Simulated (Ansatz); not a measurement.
Question: MoRu (L1₀ or tetragonal B2, P4/mmm) is relaxed with plane-wave PAW PBEsol (Ansatz code). What lattice parameters of the conventional cell result?

Answer: a = 2.745 Å, c = 3.806 Å.

The start of the workflow was typed in or built on a structure type; neither database checked (COD, Materials Project) lists it. Its standing as an ambient phase is unchecked. The PBEsol relaxation kept the symmetry of its start; its stability against distortions is not shown here. The run is not spin-polarised. Axis ratios of metals converge slowly with the k-mesh, so a and c are less sure than the volume.

Potentials: the later of the program's two PAW sets.
